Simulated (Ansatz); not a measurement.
Simulated powder pattern, Co Kα, λ = 1.79026 Å (kinematic, ideal powder, no thermal factors, no anomalous dispersion; the 30 strongest lines at most, above 1 %, up to 2θ = 90°):

| 2θ (°) | I/Imax (%) |
|---|---|
| 21.05 | 100 |
| 34.71 | 1.9 |
| 40.95 | 27 |
| 42.86 | 46 |
| 49.91 | 17 |
| 54.74 | 22 |
| 66.47 | 8.9 |
| 73.26 | 16 |
| 77.21 | 15 |
| 87.52 | 3.2 |
| 88.79 | 16 |

The pattern belongs to a structure relaxed with plane-wave PAW PBE (Ansatz code).

Q: Which of these materials gives this?
A) Cu2O, Fd-3m (O on 8b, Cu on 16d)
B) ZrO2, P2_1/c (Zr on 4e, O on 4e, O on 4e)
C) BaTiO3, P4mm (Ba on 1b, Ti on 1a, O on 2c, O on 1a)
D) CaO, zinc blende

A: A, Cu2O, Fd-3m (O on 8b, Cu on 16d)

Q: Give the lattice parameters.

A: a = 8.487 Å.

The start of the workflow was typed in or built on a structure type; neither database checked (COD, Materials Project) lists it. It is not the phase usual at ambient conditions (space group No. 224). The PBE relaxation kept the symmetry of its start; whether a distortion lowers the energy is not shown. The workflow began spin-polarised and lost its moments. No Hubbard U is applied.

Potentials: the earlier of the program's two PAW sets.
